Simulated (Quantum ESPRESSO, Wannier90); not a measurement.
## InGaP2 (R3m), plane waves to Wannier functions

```
begin unit_cell_cart
ang
   -2.0273700334    3.5115079036    0.0000000000
   -4.0547400668    0.0000000000    0.0000000000
   -2.0273700334    1.1705026345    6.6343430000
end unit_cell_cart
begin atoms_frac
In  -0.4997600000 -0.4997600000  0.4992800000
Ga   0.0002170000  0.0002170000 -0.0006510000
P    0.1195770000  0.1195770000 -0.3587310000
P   -0.3700500000 -0.3700500000  0.1101500000
end atoms_frac
```

Materials Project entry mp-1223642; symmetrised, unrelaxed at this level. Not found in the COD (Crystallography Open Database) copy used; not checked further. Method: PBEsol plane waves in Quantum ESPRESSO 7.5 (PseudoDojo norm-conserving files, 64 Ry, no spin polarisation, no spin-orbit coupling), Bloch states on a 6×6×6 mesh through Γ, Wannier90 4.0.1. Density: 10×10×10 mesh, Gaussian smearing 0.01 Ry. Spin-orbit coupling is left out although heavy elements are present.

Functional, cutoff and mesh named above are those of the base row (1); the first column says what each row takes instead. Model: 16 functions from bands 11-36, start hydrogen-like In: s;p; Ga: s;p; P: s;p, disentangled but not localised (num_iter = 0), frozen window tied to the conduction edge or Fermi level of each row, as listed, which moves Ω_I and hoppings a little by itself. Energies are relative to the valence-band maximum; the misfit is to pw.x on a path, for states up to 1.5 eV relative to the valence-band maximum. The lattice is scaled uniformly, fractional positions fixed. The disentangled Ω_I can sit in another minimum from row to row.

```tsv
scale	frozen to (eV)	Ω_I (Å²)	rms misfit (meV)	gap (eV)	bottom of band 11 (eV)	on-site In1 pz minus In1 s (eV)	hopping modulus P3 pz – Ga2 pz, R = 0 0 0 (eV)	hopping modulus P3 s – Ga2 pz, R = 0 0 0 (eV)	hopping modulus P3 s – Ga2 s, R = 0 0 0 (eV)
0.97	2.46	25.43	10	0.96	-12.49	5.15	2.822	2.637	1.774
0.99	2.14	24.99	4.9	0.64	-12.03	5.27	2.743	2.507	1.663
1	1.98	24.88	5.1	0.48	-11.82	5.33	2.701	2.443	1.607
1.01	1.82	24.45	4.2	0.32	-11.62	5.35	2.669	2.382	1.556
```
